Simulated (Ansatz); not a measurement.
**Zn-67 nuclear quadrupole resonance in AlZn2SbH12O12**

Cell: a computed structure from the Materials Project (it need not be an observed phase), atoms as given.

Space group P-3 (No. 147); a = 5.4550, c = 9.9013 Å, γ = 120.00°.

```
site  Wyckoff  site symmetry       x       y       z
  Al       1a           -3..  0.0000  0.0000  0.0000
  Zn       2d            3..  0.6667  0.3333  0.9940
  Sb       1b           -3..  0.0000  0.0000  0.5000
  H5       6g              1  0.5412  0.8711  0.6114
 H11       6g              1  0.6916  0.7147  0.8003
 O17       6g              1  0.6954  0.6976  0.8991
 O23       6g              1  0.6599  0.7807  0.6189
```

One atom of each set is listed.

All values are calculated (Ansatz; DFT, PBE, plane waves and PAW, scalar-relativistic, 420 eV cutoff, Γ-centred 5×5×2 k-points, Fermi–Dirac smearing 0.02 eV), not measured.

Zn-67: I = 5/2, Q = 122.0 mb (year-2017 value). Static lattice, zero field.

**Question.** Predict the zero-field Zn-67 lines of each site.

**Answer.** For I = 5/2 and η = 0 the lines are 3|C_Q|/20 and twice that; η pulls their ratio below 2.

```tsv
site	atoms	V_zz (10²¹ V/m²)	C_Q (MHz)	η	line frequencies (MHz)
Zn	2	2.89	8.52	0.00	1.28, 2.56
```

An axis of threefold or higher order runs through Zn, so V_zz lies along it and η is zero.

The run took 37 s of wall time (37 s of CPU time) and 0.8 GiB at its peak, on 1 thread of Intel Xeon Platinum 8259CL CPU @ 2.50GHz (Skylake/Cascade Lake) (x86_64; 44 cores open to the job, memory cap 2.5 GiB, no GPU), a shared host with a load of 0.6 a core.
